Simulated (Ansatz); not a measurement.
# TiTl2I6O18: field gradients at two levels of theory

Cell: a measured structure from the Crystallography Open Database (COD), its atoms then relaxed with PBE in this cell.

```cif
data_TiTl2I6O18
_symmetry_space_group_name_H-M 'R-3:H'
_symmetry_Int_Tables_number 148
_cell_length_a 11.4167
_cell_length_b 11.4167
_cell_length_c 11.3953
_cell_angle_alpha 90.000
_cell_angle_beta 90.000
_cell_angle_gamma 120.000
loop_
_atom_site_label
_atom_site_type_symbol
_atom_site_symmetry_multiplicity
_atom_site_Wyckoff_symbol
_atom_site_fract_x
_atom_site_fract_y
_atom_site_fract_z
Ti Ti 3 b 0.0000 0.0000 0.5000
Tl Tl 6 c 0.0000 0.0000 0.8310
I I 18 f 0.3153 0.0498 0.3896
O10 O 18 f 0.1542 0.0583 0.3941
O16 O 18 f 0.3770 0.1379 0.5307
O22 O 18 f 0.3986 0.1911 0.2873
```

One atom of each set is listed; the run and its k-mesh use a cell of 27 atoms with edges of 7.61, 7.61, 7.61 Å.

First run. Computed with Ansatz: DFT, PBE, plane waves and PAW, scalar-relativistic, 420 eV cutoff, Γ-centred 3×3×3 k-points, Fermi–Dirac smearing 0.02 eV.

| site | V_zz (10²¹ V/m²) | η |
| --- | --- | --- |
| Ti | -0.81 | 0.00 |
| Tl | 3.14 | 0.00 |
| I | -51.1 | 0.32 |
| O10 | 12.41 | 0.10 |
| O16 | 13.58 | 0.13 |
| O22 | 15.38 | 0.19 |

Second run. The same atoms and settings, except that the functional is r2SCAN and the cutoff is 500 eV.

Task: What does the second run give?

Result: 

```csv
site,V_zz,η,change of V_zz
Ti,-0.81,0.00,0.00
Tl,3.05,0.00,-0.09
I,-54.6,0.35,-3.45
O10,13.01,0.11,+0.60
O16,14.39,0.12,+0.81
O22,16.16,0.18,+0.78
```

The largest change of V_zz is on I, from -51.1 to -54.6. In per cent, |V_zz| changes by +1 on Ti, -3 on Tl, +7 on I, +5 to +6 on O (all sites that start above 0.5).

Spin–orbit coupling is left out, which shifts gradients on Tl by a few per cent, and by more where contributions nearly cancel.
For the second run: The largest force is 0.9 eV/Å, so the atoms aren't at the calculated equilibrium and relaxing them would move these values. With these PAW files V_zz is typically within 2 to 3 % of all-electron values, but misses above 10 % occur on I.
